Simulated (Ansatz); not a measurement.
Problem. Each is relaxed and computed with DFT-PBEsol in the program Ansatz with PAW potentials. Which is the only one with a gap?
(A) Ti2C, Fd-3m (Ti on 32e, C on 16d)
(B) CaZn2Ge2, I4/mmm (Ge on 4e, Ca on 2a, Zn on 4d)
(C) CaTiO3, cubic perovskite
(D) TiGe2, Fddd (Ti on 8b, Ge on 16f)

Solution. C, CaTiO3, cubic perovskite. CaTiO3: gap 1.89 eV (indirect); TiGe2: metal; CaZn2Ge2: metal; Ti2C: metal. Standing as an ambient phase not checked: CaTiO3, cubic perovskite; TiGe2, Fddd (Ti on 8b, Ge on 16f); CaZn2Ge2, I4/mmm (Ge on 4e, Ca on 2a, Zn on 4d); Ti2C, Fd-3m (Ti on 32e, C on 16d). Unstable at this level: CaZn2Ge2, I4/mmm (Ge on 4e, Ca on 2a, Zn on 4d). All cells were relaxed under the symmetry of their starts (and spin orders); stability against distortions was not tested throughout. Rows with no word on spin ran without spin polarisation. Spin–orbit coupling is left out wherever it is not named.

Potentials: the later of the program's two PAW sets.
